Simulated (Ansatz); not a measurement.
## What a change of settings does: ZnSe (zincblende type)

First run: DFT, PBE, PAW with Ansatz's default frozen-core files, scalar-relativistic (Ansatz 0.2.0).

Command: `ansatz run input.yaml --threads 2 --pin off --max-ram 4096MiB --backend cpu --events-out ev --progress --plain --runs-dir out` It took 2.9 s on 2 threads of Intel(R) Xeon(R) 6975P-C (Granite Rapids), with other jobs on the host, peak memory 0.44 GiB.

```yaml
crystal:
  lattice:
    - [-2.866350309, 2.866350309, 0.0]
    - [0.0, 0.0, 5.732700618]
    - [2.866350309, 2.866350309, 0.0]
  atoms:
    - { symbol: Zn, position: [0.0, 0.0, 0.0] }
    - { symbol: Zn, position: [0.5, 0.5, 0.5] }
    - { symbol: Se, position: [0.0, 0.25, 0.5] }
    - { symbol: Se, position: [0.5, 0.75, 0.0] }
kpoints:
  mp_grid: { grid: [6, 5, 6] }
scf:
  occupations: { method: fermi_dirac, width: 0.02 }
hamiltonian:
  xc: pbe
  pseudopotentials: { kind: paw }
output:
  forces: true
  stress: true
  eigenvalues: true
  write_density: true
  write_potential: true
  elf: true
  volumetric_format: npy
```

The cell comes from a relaxation on PAW files under the same functional, begun from a prototype that needn't be the stable phase.

This run: bulk in the slab's orientation.

It converges in 7 SCF iterations at a pressure of 0.01 GPa, cutoff 420 eV.

The input is then changed:

```diff
 scf:
-  occupations: { method: fermi_dirac, width: 0.02 }
+  occupations: { method: tetrahedron_uncorrected }
+  initial_density: { chi_scale: 0.1 }
 hamiltonian:
   xc: pbe
-  pseudopotentials: { kind: paw }
+  pseudopotentials: { kind: nc, accuracy: standard }
 output:
   eigenvalues: true
-  write_density: true
-  write_potential: true
-  elf: true
-  volumetric_format: npy
```

Predict the outcome of the changed run.

It converges in 8 SCF iterations, cutoff 1170 eV. More than one line changes, and not each need have an effect. Results part of its log:
```
SCF 1 converged in 8 iterations: F = -17977.520918 eV  dr2 = 1.64e-8
SCF converged after 8 iterations
Free energy (F): -17977.520918 eV
Harris-Foulkes:  -17977.520918 eV  (|F-HF|=4.02e-8)
Internal energy: -17977.520918 eV  (E = F + TS)
E sigma→0 (E₀):  -17977.520918 eV
Fermi energy:    7.868016 eV
--- Per-component energies (eV) ---
  E_band       = -2024.546857
  E_kinetic    = 9295.627240
  E_local      = -17249.217967  (includes V_loc(G=0)·N_el)
  E_nonlocal   = -5511.289822
  E_hartree    = 6872.131631
  E_xc         = -2540.801568
  E_vxc        = -2303.934264  (∫ρ·V_xc dr)
  E_ewald      = -8843.970432
  E_smearing   = -0.000000  (= −TS)
  E_closure    = 0.000000  (closes the sum)
  Σ components = -17977.520918   (vs F -17977.520918, Δ=0.00e0)
--- Forces (eV/Å), atoms counted from 1 ---
  atom   1  Zn     0.00000000     0.00000000    -0.00000000
  atom   2  Zn     0.00000000     0.00000000    -0.00000000
  atom   3  Se    -0.00000000    -0.00000000     0.00000000
  atom   4  Se    -0.00000000    -0.00000000     0.00000000
  max |Σ_I F_I| component: 5.55e-17 eV/Å
--- Stress (GPa, compression-positive) ---
        0.017994       0.000000       0.000000
        0.000000       0.017994      -0.000000
       -0.000000       0.000000      -0.024970
  P = ⅓ Tr σ = 0.0037 GPa (0.037 kbar)
--- Band table (eV; the first three rows and the last of 30) ---
  k-point 0: bands = ["-117.2983", "-117.2983", "-71.4565", "-71.4565", "-71.4564", "-71.4564", "-71.4563", "-71.4563", "-38.9742", "-38.9742", "-38.9740", "-38.9740", "-38.9737", "-38.9736", "-38.9706", "-38.9705", "-38.9696", "-38.9694", "-5.1772", "-4.1991", "1.4440", "1.4440", "1.4440", "1.4921", "1.6757", "1.6757", "1.7813", "1.7815", "1.8257", "1.9497", "3.2676", "5.8074", "5.8074", "7.8675", "7.8680", "7.8680", "9.0216", "10.9375", "11.3338", "13.6925", "13.6925", "13.6929", "17.6797", "18.3505", "18.8899"]
  k-point 1: bands = ["-117.2983", "-117.2983", "-71.4565", "-71.4565", "-71.4564", "-71.4564", "-71.4563", "-71.4563", "-38.9742", "-38.9742", "-38.9740", "-38.9740", "-38.9737", "-38.9735", "-38.9705", "-38.9705", "-38.9696", "-38.9694", "-5.0662", "-4.2016", "1.4513", "1.4587", "1.4671", "1.5202", "1.6572", "1.6883", "1.7763", "1.7838", "1.8134", "1.9996", "3.2979", "5.2544", "5.9789", "6.5015", "7.4783", "7.7878", "10.1974", "11.2732", "12.3691", "13.4413", "13.8740", "14.2179", "17.3214", "17.8188", "18.0752"]
  k-point 2: bands = ["-117.2983", "-117.2983", "-71.4565", "-71.4565", "-71.4564", "-71.4564", "-71.4564", "-71.4563", "-38.9742", "-38.9742", "-38.9741", "-38.9740", "-38.9736", "-38.9735", "-38.9705", "-38.9705", "-38.9696", "-38.9695", "-4.7822", "-4.2609", "1.4980", "1.5040", "1.5212", "1.5400", "1.6094", "1.7448", "1.7683", "1.7894", "1.7960", "1.9971", "3.3704", "4.8905", "4.9463", "6.4337", "6.5064", "7.5079", "11.3187", "11.7133", "13.6121", "14.0875", "14.3732", "14.6126", "16.1786", "16.3034", "17.1698"]
  k-point 29: bands = ["-117.2983", "-117.2983", "-71.4565", "-71.4565", "-71.4564", "-71.4564", "-71.4564", "-71.4564", "-38.9742", "-38.9742", "-38.9741", "-38.9741", "-38.9733", "-38.9733", "-38.9704", "-38.9704", "-38.9696", "-38.9696", "-4.1950", "-4.1950", "1.5527", "1.5527", "1.6364", "1.6364", "1.7278", "1.7278", "1.7813", "1.7813", "2.0466", "2.0466", "3.3431", "3.3431", "5.2995", "5.2995", "5.4056", "5.4056", "12.8662", "12.8662", "12.9720", "12.9720", "15.3560", "15.3560", "15.9310", "15.9310", "19.3003"]
```
